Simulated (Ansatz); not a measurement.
Method: DFT PBE, scalar-relativistic, plane waves, PAW, and for the lanthanide a 4f-in-core norm-conserving potential, in Ansatz. All cells share a 690 eV cutoff and Γ-centred k meshes spaced at most about 0.3 Å⁻¹ (about 0.25 or finer for metals, 2π included). No spin polarisation in the final relaxations.

All energies are static (0 K, no zero-point motion).

Two forms of SmF were relaxed alike.

1.

Space group Fm-3m (No. 225). a = 5.225 Å, b = 5.225 Å, c = 5.225 Å, α = 90.00°, β = 90.00°, γ = 90.00°
| atom | site | symmetry | x | y | z |
| --- | --- | --- | --- | --- | --- |
| Sm | 4a | m-3m | 0.0000 | 0.0000 | 0.0000 |
| F | 4b | m-3m | 0.5000 | 0.0000 | 0.0000 |

2.

Space group P-6m2 (No. 187). a = 3.374 Å, b = 3.374 Å, c = 3.851 Å, α = 90.00°, β = 90.00°, γ = 120.00°
| atom | site | symmetry | x | y | z |
| --- | --- | --- | --- | --- | --- |
| Sm | 1f | -6m2 | 0.6667 | 0.3333 | 0.5000 |
| F | 1c | -6m2 | 0.3333 | 0.6667 | 0.0000 |

Problem. Which would you expect to be lower, and how large is the difference?

Solution. Cell 1 is lower, by 59 meV/atom. Cell 1 has the rock salt type, space group Fm-3m (No. 225), 17.8 Å³/atom and no gap on its mesh; cell 2 has the tungsten carbide type, space group P-6m2 (No. 187), 19.0 Å³/atom and no gap. Counting F atoms around Sm (those within 1.25 times the shortest such distance or 1.15 times the sum of covalent radii, 1.27 where that leaves under three), cell 1 and cell 2 both have Sm 6. The denser one is the lower, and pressure would at first widen the difference. Both come from invented guesses. A third cell relaxed alike, in P6/mmm, lies 251 meV/atom below the lower of the two.

Cells relaxed within their symmetry can be saddle points.

The lanthanide is trivalent by construction, without f bands, f moments or other valences.
